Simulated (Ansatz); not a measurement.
Pd:
```
Pd
1.0
    0.00000     1.95366     1.95366
    1.95366     0.00000     1.95366
    1.95366     1.95366     0.00000
Pd
1
Direct
  0.00000   0.00000   0.00000
```

Relaxed with r²SCAN. Special points in fractions of this cell's reciprocal vectors: Γ (0.000, 0.000, 0.000); X (0.500, 0.000, 0.500); U (0.625, 0.250, 0.625); K (0.375, 0.375, 0.750); L (0.500, 0.500, 0.500); W (0.500, 0.250, 0.750).

Question: List the band energies nearest the Fermi level at these points for plane-wave PAW r²SCAN (Ansatz code).

Answer: In eV from the Fermi level; about four levels below and three above (degenerate sets whole), none deeper than 8.9 eV; … stands for higher levels left out; points with the same levels are listed once.

```
k                    below        above
-  -----------------------  -----------
Γ  -7.04 -2.86 -2.86 -2.86            …
X        -5.42 -5.15 -0.10  0.30 0.30 …
U  -4.16 -1.95 -1.00 -0.15            …
L  -2.93 -2.93 -0.04 -0.04            …
W  -4.34 -3.39 -3.39 -1.36       0.31 …
```

Space group Fm-3m (fcc (Cu type)). The r²SCAN relaxation kept the symmetry of its start. The run is not spin-polarised. Scalar-relativistic: spin–orbit coupling is off unless named, which matters more the heavier the elements.

Potentials: the later of the program's two PAW sets.
